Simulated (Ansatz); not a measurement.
## Kick test of a cell of TiSi4Ni3

The cell was found from a structure generator's guess, not taken from experiment.

Theory: DFT PBE, scalar-relativistic, plane waves, PAW in Ansatz 0.2.0. Cutoff 420 eV; k points 10×8×8 on the computed 8-atom cell (Γ-centred); Gaussian smearing, width 0.10 eV; no spin polarisation.

The cell below (8 atoms, space group Pmm2 (No. 25)) is relaxed within its symmetry.

```cif
data_structure
_symmetry_space_group_name_H-M 'P 1'
_symmetry_Int_Tables_number 1
_cell_length_a 3.7270
_cell_length_b 5.8096
_cell_length_c 4.7539
_cell_angle_alpha 90.000
_cell_angle_beta 90.000
_cell_angle_gamma 90.000
_cell_volume 102.93
loop_
_atom_site_label
_atom_site_type_symbol
_atom_site_fract_x
_atom_site_fract_y
_atom_site_fract_z
_atom_site_occupancy
Ti1 Ti 0.50000 0.00000 0.52779 1
Si1 Si 0.00000 0.70655 0.63912 1
Si2 Si 0.00000 0.29345 0.63912 1
Si3 Si 0.50000 0.23864 0.04834 1
Si4 Si 0.50000 0.76136 0.04834 1
Ni1 Ni 0.00000 0.50000 0.07170 1
Ni2 Ni 0.50000 0.50000 0.43020 1
Ni3 Ni 0.00000 0.00000 0.00138 1
```

For the test it was strained at random (σ = 1.5 % a component), the atoms were moved at random (σ = 0.15 Å), and all was relaxed again on a coarse 6×6×4 mesh (in the run’s order of axes) with 0.20 eV smearing, with no symmetry imposed.

Trial moments died out on the coarse mesh, so the last step has no spin; another magnetic start might hold.

Question: Does it come back?

Answer: It returns, within 1 meV/atom of the unmoved cell on that mesh and with the same symmetry when read at 0.1 Å (Pm at 0.01 Å, so small strains and shifts remain). No instability shows in this cell; modes of other wave vectors, which need another repeat, aren't tested.
